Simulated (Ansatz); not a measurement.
# Computed properties of CaZrN2

CaZrN2:
```
CaZrN2
1.0
    6.54312     0.00000     0.00000
    0.00000     8.00555     0.00000
    0.00000     0.00000     4.80949
Ca Zr N
4 4 8
Direct
  0.07784   0.61941   0.94767
  0.92216   0.38059   0.44767
  0.57784   0.88059   0.94767
  0.42216   0.11941   0.44767
  0.07097   0.12727   0.96423
  0.92903   0.87273   0.46423
  0.57097   0.37273   0.96423
  0.42903   0.62727   0.46423
  0.06358   0.10670   0.41027
  0.93642   0.89330   0.91027
  0.56358   0.39330   0.41027
  0.43642   0.60670   0.91027
  0.10623   0.65236   0.43783
  0.89377   0.34764   0.93783
  0.60623   0.84764   0.43783
  0.39377   0.15236   0.93783
```

Space group Pna2_1 (No. 33); conventional cell a = 6.543 Å, b = 8.006 Å, c = 4.809 Å, α = 90.00°, β = 90.00°, γ = 90.00°.

Method: r²SCAN in the plane-wave PAW code Ansatz. The cell and atoms are relaxed at this level. Other levels are named where they apply.

### Cell and energy

```yaml
volume_per_atom: 15.75 Å³
density: 4.20 g/cm³
Formation energy from the elements (no fitted shifts): -1.65 eV/atom
```

### Electronic structure

```yaml
band_gap: 2.25 eV (direct)
valence_band_maximum: at Γ
conduction_band_minimum: at Γ
electron_effective_mass: 0.42, 1.0, 4.2 mₑ (principal values)
hole_effective_mass: 0.29, 3.9, 4.9 mₑ (principal values)
```

### Charges

```yaml
bader_charges: Ca +1.45, Zr +2.25, N -1.87 to -1.83 e
```

The start of the workflow was typed in or built on a structure type; neither database checked (COD, Materials Project) lists it. Whether it is the stable phase at ambient conditions was not checked. The r²SCAN relaxation kept the symmetry of its start; its stability against distortions is not shown here. No spin polarisation was allowed. The references are the lowest solids computed at this level, not always the standard phases (solids in place of the gases). Spin–orbit coupling is left out wherever it is not named.

Potentials: the earlier of the program's two PAW sets. The files were generated under PBE; for other functionals the program regenerates the frozen cores, and for LDA and PBEsol the local potential too.
